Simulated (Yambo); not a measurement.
Optical response of LiBr at -1.5 % isotropic strain

```
CELL_PARAMETERS angstrom
      0.00000     2.66427     2.66427
      2.66427     0.00000     2.66427
      2.66427     2.66427     0.00000
ATOMIC_POSITIONS crystal
  Li 0.00000 0.00000 0.00000
  Br 0.50000 0.50000 0.50000
```

Yambo, RPA with local fields on PBEsol bands; 16×16×16 mesh, 27 bands, 4 Ry local-field block, 0.2 eV broadening; field along x.

| E (eV) | Im ε | Re ε | Im ε, independent particles |
|---|---|---|---|
| 0.0 | 0.00 | 3.39 | 0.00 |
| 0.4 | 0.00 | 3.39 | 0.01 |
| 0.8 | 0.01 | 3.40 | 0.01 |
| 1.1 | 0.02 | 3.43 | 0.02 |
| 1.5 | 0.02 | 3.46 | 0.03 |
| 1.9 | 0.03 | 3.51 | 0.04 |
| 2.2 | 0.04 | 3.57 | 0.05 |
| 2.6 | 0.05 | 3.64 | 0.06 |
| 3.0 | 0.06 | 3.74 | 0.08 |
| 3.4 | 0.07 | 3.86 | 0.09 |
| 3.8 | 0.09 | 4.01 | 0.12 |
| 4.1 | 0.12 | 4.20 | 0.16 |
| 4.5 | 0.17 | 4.47 | 0.22 |
| 4.9 | 0.26 | 4.84 | 0.33 |
| 5.2 | 0.50 | 5.38 | 0.62 |
| 5.6 | 1.06 | 6.01 | 1.31 |
| 6.0 | 2.35 | 6.54 | 2.94 |
| 6.4 | 3.73 | 5.73 | 4.60 |
| 6.8 | 3.92 | 4.63 | 4.84 |
| 7.1 | 4.80 | 4.58 | 6.28 |
| 7.5 | 4.84 | 3.98 | 6.95 |
| 7.9 | 5.82 | 2.70 | 8.18 |
| 8.2 | 4.59 | 2.04 | 7.04 |
| 8.6 | 4.48 | 1.48 | 7.58 |
| 9.0 | 4.39 | 1.39 | 7.49 |
| 9.4 | 4.15 | 0.64 | 6.57 |
| 9.8 | 3.48 | 0.59 | 5.65 |
| 10.1 | 3.55 | 0.67 | 5.15 |
| 10.5 | 3.46 | 0.28 | 4.36 |
| 10.9 | 3.09 | 0.20 | 3.79 |
| 11.2 | 3.25 | 0.07 | 3.26 |
| 11.6 | 3.03 | -0.34 | 2.63 |
| 12.0 | 2.72 | -0.56 | 2.11 |
| 12.4 | 2.33 | -0.57 | 1.82 |
| 12.8 | 2.38 | -0.77 | 1.62 |
| 13.1 | 1.79 | -1.02 | 1.16 |
| 13.5 | 1.36 | -0.82 | 0.99 |
| 13.9 | 1.09 | -0.73 | 0.85 |
| 14.2 | 0.90 | -0.46 | 0.79 |
| 14.6 | 0.88 | -0.32 | 0.79 |
| 15.0 | 0.73 | -0.25 | 0.66 |
| 15.4 | 0.66 | -0.12 | 0.64 |
| 15.8 | 0.66 | 0.02 | 0.69 |
| 16.1 | 0.63 | 0.06 | 0.65 |
| 16.5 | 0.60 | 0.09 | 0.62 |
| 16.9 | 0.54 | 0.13 | 0.56 |
| 17.2 | 0.52 | 0.25 | 0.60 |
| 17.6 | 0.56 | 0.26 | 0.60 |
| 18.0 | 0.51 | 0.27 | 0.53 |
| 18.4 | 0.43 | 0.34 | 0.50 |
| 18.8 | 0.45 | 0.41 | 0.54 |
| 19.1 | 0.48 | 0.43 | 0.56 |
| 19.5 | 0.45 | 0.46 | 0.54 |
| 19.9 | 0.51 | 0.49 | 0.54 |

Structure narrower than a few tenths of an eV can come from the finite k mesh. Convergence of the RPA response with its 16×16×16 mesh was not tested. No excitonic effects at this level.

Spin-orbit coupling is not included.

Geometry strained from the cell relaxed with PBEsol, atoms relaxed again.
